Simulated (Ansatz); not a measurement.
Cu₃Te: how the energy converges with the cutoff

Cu₃Te, P1, a = 3.910 Å, b = 3.909 Å, c = 3.993 Å, α, β, γ = 90.1°, 90.0°, 90.1°. Ansatz: PBE, PAW, cutoff varied, Γ-centred 8×8×8 mesh on 4 atoms, Gaussian smearing 0.10 eV; no spin polarisation. Single points at one geometry with displaced atoms, the cutoff alone changed; ΔE is the energy at zero smearing over the run at 420 eV. The runs up to 350 eV lie under the cutoff recommended for these PAW datasets.

```tsv
cutoff (eV)	ΔE (meV/atom)
200	?
250	2008.38
300	204.86
350	9.36
```

Problem. Assume ΔE falls exponentially with the cutoff, fit y = ln ΔE against x, the cutoff in eV, to the other rows, and predict the missing value.

Solution. y = 7.605, 5.322, 2.236. Means x = 300.0, y = 5.0543; Σ(Δx)² = 5000, ΣΔxΔy = -268.5; the slope is their ratio. y = 21.16 − 0.05369 x, a factor of ten per 43 eV. At 200 eV this gives ΔE = 33590.55 meV/atom. The run gave 13308.40, a ratio of 2.52. Between neighbouring rows the decay runs from a factor of ten per 37 eV to one per 61 eV, so one exponential is only a rough guide.